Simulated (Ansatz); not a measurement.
FeGe in space group P-6m2 (No. 187; Fe on 1a, Ge on 1f) at seven volumes, DFT-r²SCAN in the program Ansatz with PAW potentials, shape and atoms relaxed at each. One row is withheld.

```tsv
V (Å³/atom)	P (GPa)
12.215	15.88
12.618	9.91
13.021	4.58
13.424	0.00
13.826	?
14.229	-6.87
14.632	-9.48
```

Q: Fit the shown pressures and predict the withheld one.

A: Third-order Birch–Murnaghan: P = (3/2)B₀(x^(7/2) − x^(5/2))[1 + (3/4)(B′ − 4)(x − 1)] with x = (V₀/V)^(2/3). Least squares on the six rows gives V₀ = 13.435 Å³/atom, B₀ = 135.3 GPa, B′ = 4.49. At V = 13.826, x = 0.9811 and P = -3.64 GPa. The run itself gave -3.93 GPa.

The cell is a constructed one: a structure type filled with these elements; neither database checked (COD, Materials Project) lists it. COD files the formula under space group No. 198. Its standing as an ambient phase is unchecked. Symmetry was held in the r²SCAN relaxation; whether a distortion lowers the energy is not shown. The final state is ferromagnetic, chosen from 4 collinear starts compared on coarse meshes (ties went to the first, and starts can fall back to one state), not a proven ground state. Other orbital occupations within this spin state were not tried.

Potentials: the later of the program's two PAW sets.
